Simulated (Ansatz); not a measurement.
Total density of states per atom from DFT-r²SCAN in the program Ansatz with PAW potentials, in 0.25 eV bins, energy from the Fermi level:

```
E (eV) | states/eV/atom
    -7.85 |  0.00
    -7.60 |  0.00
    -7.35 |  0.00
    -7.10 |  0.00
    -6.85 |  0.00
    -6.60 |  0.00
    -6.35 |  0.00
    -6.10 |  0.00
    -5.85 |  0.00
    -5.60 |  0.00
    -5.35 |  0.00
    -5.10 |  0.00
    -4.85 |  0.00
    -4.60 |  0.00
    -4.35 |  0.00
    -4.10 |  0.00
    -3.85 |  0.00
    -3.60 |  0.00
    -3.35 |  0.00
    -3.10 |  0.00
    -2.85 |  0.00
    -2.60 |  0.00
    -2.35 |  0.00
    -2.10 |  0.01
    -1.85 | ### 0.17
    -1.60 | #### 0.29
    -1.35 | ###### 0.38
    -1.10 | ####### 0.46
    -0.85 | ######## 0.54
    -0.60 | ######### 0.63
    -0.35 | ########### 0.71
    -0.10 | ############ 0.83
     0.15 | ############### 0.99
     0.40 | ############## 0.95
     0.65 | ################## 1.19
     0.90 | ################## 1.24
     1.15 | ####################### 1.55
     1.40 | ################## 1.23
     1.65 | ############################## 2.02
```

**Question.** Pick the material that matches.
(A) Rb, dhcp (α-La type)
(B) Rb2WO2F4, C2/m (Rb on 4i, W on 2a, O on 4i, F on 8j)
(C) Rb3YF6, Fm-3m (Rb on 8c, Rb on 4b, Y on 4a, F on 24e)
(D) RbAg3S2, C2/m (Pearson symbol mS24)

**Answer.** A, Rb, dhcp (α-La type). Within 0.5 eV of the Fermi level: Rb 5s 84 %, outside the projected shells 15 %. Projections are on Löwdin-orthogonalised atomic valence shells; empty p or d shells of many metals are not among them.

Space group P6_3/mmc (dhcp (α-La type)). The workflow started from a Materials Project entry (that database holds measured and hypothetical structures alike); the Crystallography Open Database copy checked does not list it. It is not the phase usual at ambient conditions (space group No. 229). The r²SCAN relaxation kept the symmetry of its start; whether a distortion lowers the energy is not shown. Scalar-relativistic: spin–orbit coupling is off unless named, which matters more the heavier the elements.

Potentials: the later of the program's two PAW sets.
